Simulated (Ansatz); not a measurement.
This is a field-response calculation (clamped ions) with the plane-wave code Ansatz on a 12-atom cell of TiSi3O8 built on the rutile structure (relaxed group Cmmm); the level of theory is r2SCAN. Cell and atoms come from a relaxation with r2SCAN.

Input file:
```yaml
crystal:
  lattice:
    - [3.0576756851, -3.0057199499, 0.0]
    - [3.0576756851, 3.0057199499, 0.0]
    - [0.0, 0.0, 5.5039105076]
  atoms:
    - { symbol: Si, position: [0.5, 0.5, 0.0] }
    - { symbol: Si, position: [0.0, 0.0, 0.7559215282] }
    - { symbol: O, position: [0.1945064631, 0.1945064631, 0.0] }
    - { symbol: O, position: [0.8054935369, 0.8054935369, 0.0] }
    - { symbol: O, position: [0.7009395754, 0.2990604246, 0.7679688965] }
    - { symbol: O, position: [0.2990604246, 0.7009395754, 0.7679688965] }
    - { symbol: Ti, position: [0.5, 0.5, 0.5] }
    - { symbol: Si, position: [0.0, 0.0, 0.2440784718] }
    - { symbol: O, position: [0.1815447389, 0.1815447389, 0.5] }
    - { symbol: O, position: [0.8184552611, 0.8184552611, 0.5] }
    - { symbol: O, position: [0.7009395754, 0.2990604246, 0.2320311035] }
    - { symbol: O, position: [0.2990604246, 0.7009395754, 0.2320311035] }
kpoints:
  mp_grid: { grid: [6, 6, 4] }
hamiltonian:
  xc: r2scan
scf:
  occupations: { method: fixed }
dielectric: {}
```

Task: It ran on 1 × NVIDIA H100 80GB HBM3 with 2 threads of AMD EPYC 7R13 Processor (Zen 3), with other jobs on the host, load about 0.7 per core. About how long did it take, and how much host memory at the peak?

Result: About 68 s, with a peak of 3.1 GiB.

Abridged output:
```
Functional definition: r2SCAN
Crystal: 12 atoms, lattice volume = 101.168 Å³
Basis set: ecut = 500 eV, 2553 PW (Γ)
Bands: 48, of which v1, the nominal top of the filled ones, is band 36 counted from 1 (35 counted from 0)
Symmetry: 8 space group operations
k-points: 76 of 144 (irreducible under 1 space group operation, time reversal used)
SCF iter   1: HF=-8984.022619 eV  Δρ=1.86e-2  dr2=4.26e-1
preconditioner: auto → Resta (q_TF=auto, 2.578 Å⁻¹)  ε∞=4.3  [insulator: Δε(μ)=2.739 eV  ℏωp=29.5 eV]
SCF iter   2: HF=-8984.448679 eV  Δρ=8.35e-3  dr2=4.01e-2
SCF iter   3: HF=-8984.447786 eV  Δρ=4.51e-3  dr2=1.23e-2
SCF iter   4: HF=-8984.447421 eV  Δρ=1.56e-3  dr2=1.68e-3
SCF iter   5: HF=-8984.447143 eV  Δρ=3.11e-4  dr2=6.70e-5
SCF iter   6: HF=-8984.446930 eV  Δρ=1.28e-4  dr2=1.80e-5
SCF iter   7: HF=-8984.446929 eV  Δρ=3.49e-5  dr2=1.59e-6
SCF iter   8: HF=-8984.447179 eV  Δρ=5.70e-6  dr2=2.74e-8
SCF iter   9: HF=-8984.447179 eV  Δρ=3.15e-6  dr2=8.28e-9
SCF iter  10: HF=-8984.447179 eV  Δρ=3.84e-7  dr2=1.51e-10
SCF iter  11: HF=-8984.447179 eV  Δρ=9.96e-8  dr2=8.21e-12
SCF 1 converged in 11 iterations: F = -8984.447179 eV  dr2 = 8.21e-12
SCF 1 converged in 5 iterations: F = -8984.177855 eV  dr2 = 2.46e-8
Free energy (F): -8984.447179 eV
Fermi energy:    9.834732 eV
--- Per-component energies (eV) ---
  E_band       = -147.194798
  E_kinetic    = 1854.581823
  E_local      = -3443.701011
  E_nonlocal   = 442.271041
  E_hartree    = 1280.950046
  E_xc         = -846.790466
  E_vxc        = -1146.406412
  E_paw        = -3898.116901
  E_vpaw       = -486.533490
  E_vtau       = 70.684197
  E_ewald      = -4372.912384
  E_core_change = -0.738283
--- Dielectric response (ions clamped): 3 representative field directions + reference, inside a basis on a mesh of 144 k-points ---
  ε∞ (high-frequency dielectric tensor):
        4.137333     0.000000     0.000000
        0.000000     3.935024     0.000000
        0.000000     0.000000     4.509481
  Born effective charges Z* (e; rows j = field, columns β = displacement):
    site 0:
         4.13153    0.00000    0.00000
         0.00000    2.70371    0.00000
         0.00000    0.00000    5.09124
    site 1:
         3.99877    0.00000    0.00000
         0.00000    4.89561    0.00000
         0.00000    0.00000    4.13726
    site 2:
        -2.60475    0.00000    0.00000
         0.00000   -1.46412    0.00000
         0.00000    0.00000   -2.47651
    site 3:
        -2.60475    0.00000    0.00000
         0.00000   -1.46412    0.00000
         0.00000    0.00000   -2.47651
    site 4:
        -1.28483    0.00000    0.00000
         0.00000   -2.88139    0.30264
         0.00000    0.49366   -2.66967
    site 5:
        -1.28483    0.00000    0.00000
         0.00000   -2.88139   -0.30264
         0.00000   -0.49366   -2.66967
    site 6:
         5.50378    0.00000    0.00000
         0.00000    4.72675    0.00000
         0.00000    0.00000    5.97783
    site 7:
         3.99877    0.00000    0.00000
         0.00000    4.89561    0.00000
         0.00000    0.00000    4.13726
    site 8:
        -3.64201    0.00000    0.00000
         0.00000   -1.38393    0.00000
         0.00000    0.00000   -1.85594
    site 9:
        -3.64201    0.00000    0.00000
         0.00000   -1.38393    0.00000
         0.00000    0.00000   -1.85594
    site 10:
        -1.28483    0.00000    0.00000
         0.00000   -2.88139   -0.30264
         0.00000   -0.49366   -2.66967
    site 11:
        -1.28483    0.00000    0.00000
         0.00000   -2.88139    0.30264
         0.00000    0.49366   -2.66967
  ε∞ is read to err by 1.6e-2, Z* by 2.7e-2 e
```

The electronic dielectric tensor ε∞ is 4.14, 3.94 and 4.51 along x, y and z. Born charges, averaged over directions: Si +3.98 to +4.34, O -2.29 to -2.18, Ti +5.40 e. The program notes that the ground state's band table doesn't vouch for all the bands that the response reads.

Simulation only: spin-unpolarised, and no claim that this is the phase found in nature.
